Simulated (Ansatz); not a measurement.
Cu₃N:
```cif
data_Cu3N
_chemical_formula_sum 'N1 Cu3'
_space_group_name_H-M_alt 'P 1'
_space_group_IT_number 1
_cell_length_a 3.87393
_cell_length_b 3.87393
_cell_length_c 3.87393
_cell_angle_alpha 60.000
_cell_angle_beta 60.000
_cell_angle_gamma 60.000
loop_
_space_group_symop_operation_xyz
  'x, y, z'
loop_
_atom_site_label
_atom_site_type_symbol
_atom_site_fract_x
_atom_site_fract_y
_atom_site_fract_z
_atom_site_occupancy
N1 N 0.00000 0.00000 0.00000 1
Cu1 Cu 0.50000 0.50000 0.50000 1
Cu2 Cu 0.25000 0.25000 0.25000 1
Cu3 Cu 0.75000 0.75000 0.75000 1
```

This is the PBEsol-relaxed structure.

All from plane-wave PAW PBEsol (Ansatz code), unless another level is named. Estimate the bulk modulus (Birch–Murnaghan fit).

172 GPa.

What about the highest zone-centre frequency?

237 cm⁻¹.

What about the elastic constants (relaxed ions, GPa)?

C11 = 143, C12 = 186, C44 = -73.6.

Space group Fm-3m. A made-up cell: these elements were put on the sites of a structure type; neither database checked (COD, Materials Project) lists it. COD files the formula under space group No. 221. Its standing as an ambient phase is unchecked. The cell was relaxed with PBEsol under the symmetry of its start. At this level the phase is dynamically unstable (imaginary phonons). No spin polarisation was allowed. As this level gives no gap, shear constants depend on the k-mesh and smearing (Fermi–Dirac, 0.1 eV here). As this level gives no gap, phonon frequencies hold no LO–TO term and depend on the k-mesh and smearing (Fermi–Dirac, 0.1 eV here).

Potentials: the earlier of the program's two PAW sets. The files were generated under PBE; for other functionals the program regenerates the frozen cores, and for LDA and PBEsol the local potential too.
